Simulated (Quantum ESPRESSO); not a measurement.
pw.x input (Quantum ESPRESSO 7.5; LDA, PseudoDojo standard norm-conserving files, scalar-relativistic):

```
&CONTROL
  calculation = 'scf'
  pseudo_dir = './pseudo'
  outdir = './out'
  tprnfor = .true.
  tstress = .true.
/
&SYSTEM
  ibrav = 0
  nat = 2
  ntyp = 2
  ecutwfc = 98.0
  ecutrho = 392.0
  occupations = 'smearing'
  smearing = 'fd'
  degauss = 0.005
  nbnd = 23
/
&ELECTRONS
  conv_thr = 2e-10
/
ATOMIC_SPECIES
Ni 58.6934 Ni.upf
Zn 65.3800 Zn.upf
CELL_PARAMETERS angstrom
  2.889130000000   0.000000000000   0.000000000000
  0.000000000000   2.889130000000   0.000000000000
  0.000000000000   0.000000000000   2.889130000000
ATOMIC_POSITIONS crystal
Ni   0.000000000000   0.000000000000   0.000000000000
Zn   0.500000000000   0.500000000000   0.500000000000
K_POINTS automatic
16 16 16 0 0 0
```

End of the output:

```
     total energy              =    -753.21379653 Ry
     estimated scf accuracy    <       0.00000004 Ry
     total energy              =    -753.21379654 Ry
     estimated scf accuracy    <          7.4E-09 Ry
     total energy              =    -753.21379654 Ry
     estimated scf accuracy    <          1.1E-09 Ry
[...]
     the Fermi energy is    17.3002 ev
!    total energy              =    -753.21379654 Ry
     estimated scf accuracy    <          6.4E-11 Ry
     smearing contrib. (-TS)   =      -0.00137126 Ry
     internal energy E=F+TS    =    -753.21242528 Ry
     The total energy is F=E-TS. E is the sum of the following terms:
     one-electron contribution =    -408.13408409 Ry
     hartree contribution      =     223.60205854 Ry
     xc contribution           =     -86.67325382 Ry
     ewald contribution        =    -482.00714590 Ry
     convergence has been achieved in  10 iterations
     Forces acting on atoms (cartesian axes, Ry/au):
     atom    1 type  1   force =     0.00000000    0.00000000    0.00000000
     atom    2 type  2   force =     0.00000000    0.00000000    0.00000000
     Total force =     0.000000     Total SCF correction =     0.000000
     Computing stress (Cartesian axis) and pressure
          total   stress  (Ry/bohr**3)                   (kbar)     P=     -136.47
  -0.00092771   0.00000000   0.00000000         -136.47        0.00        0.00
   0.00000000  -0.00092771   0.00000000            0.00     -136.47        0.00
   0.00000000   0.00000000  -0.00092771            0.00        0.00     -136.47
```

Geometry of the Materials Project entry, not relaxed at this level.

The runs are not spin-polarised; magnetic order was not tried.
